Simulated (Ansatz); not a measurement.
LuSb:
```
LuSb
1.0
    0.00000     3.03680     3.03680
    3.03680     0.00000     3.03680
    3.03680     3.03680     0.00000
Lu Sb
1 1
Cartesian
  0.00000   0.00000   0.00000
  3.03680   3.03680   3.03680
```

Relaxed with r²SCAN. Special points in fractions of this cell's reciprocal vectors: Γ (0.000, 0.000, 0.000); X (0.500, 0.000, 0.500); U (0.625, 0.250, 0.625); K (0.375, 0.375, 0.750); L (0.500, 0.500, 0.500); W (0.500, 0.250, 0.750).

**Question.** List the band energies nearest the Fermi level at these points for r²SCAN with spin–orbit coupling in the plane-wave PAW code Ansatz.

**Answer.** In eV from the Fermi level; about four levels below and three above (degenerate sets whole), none deeper than 8.9 eV; points with the same levels are listed once.

```tsv
k	below	above
Γ	-4.83 -4.83 -4.83 -4.83 -4.82 -4.82 0.00 0.00	0.91 0.91 0.91 0.91
X	-0.91 -0.91 -0.41 -0.41	1.95 1.95 2.91 2.91
U	-3.38 -3.38 -1.73 -1.73	1.03 1.03 3.37 3.37
L	-2.25 -2.25 -2.00 -2.00	3.28 3.28 3.47 3.47
W	-3.07 -3.07 -2.82 -2.82	2.40 2.40 2.72 2.72
```

Space group Fm-3m (rock salt). The first step of the workflow began from a Materials Project structure, measured or hypothetical; the Crystallography Open Database copy checked does not list it. Whether it is the stable phase at ambient conditions was not checked. Symmetry was held in the r²SCAN relaxation; of distortions, only those at the zone centre were tested.

Potentials: the later of the program's two PAW sets.
